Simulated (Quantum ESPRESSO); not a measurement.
```xyz
2
Lattice="0.0000 3.1913 3.1913 3.1913 0.0000 3.1913 3.1913 3.1913 0.0000" Properties=species:S:1:pos:R:3 pbc="T T T"
H      3.1913     3.1913     3.1913
Cs     0.0000     0.0000     0.0000
```

The geometry is that of Materials Project entry mp-1057286, symmetrised and not relaxed again.

Problem. What does norm-conserving LDA (Quantum ESPRESSO, 74 Ry, no spin-orbit coupling) give for the electronic structure near the Fermi level?

Solution. The LDA gap is direct, 1.96 eV at L.
